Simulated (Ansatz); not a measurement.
## Structures of K$_{3}$Te$_{2}$: which is lowest?

Plane-wave DFT in Ansatz with scalar-relativistic PAW potentials, cutoff 420 eV, Γ-centred meshes chosen by cell and gap, Gaussian smearing with energies taken to zero width. Every cell was relaxed (cell and atoms) in a run of its own, within the symmetry of its start. Functional: PBE.

Relaxed structures (starts from databases or built by putting these elements on another compound's sites):
A. R-3c, 10 atoms in the computed cell, a = 9.812 Å, c = 15.068 Å; sites (symmetry × multiplicity) K .2 × 18, Te 3. × 12; start: built
B. R-3m, 5 atoms in the computed cell, a = 5.808 Å, c = 20.893 Å; sites (symmetry × multiplicity) K -3m × 3 + 3m × 6, Te 3m × 6; start: built

Rank them by energy. Could pressure change the order?

```csv
structure,group,E − E(lowest) (meV/atom),V (Å³/atom),gap on mesh (eV)
A,R-3c,0.0,41.88,0.00
B,R-3m,42,40.68,0.00
```

A is lowest, 42 meV/atom under B. The two lowest differ in volume by under 3 %, too little for a first-order estimate of what pressure does to that pair (other pairs aren't weighed here); with rigid cells even 3 % in favour of the higher one would need about 5 GPa. Other structures may lie lower than all of these, and vibrations aren't counted.

Spin-orbit coupling is left out, which matters for the bands of heavy elements.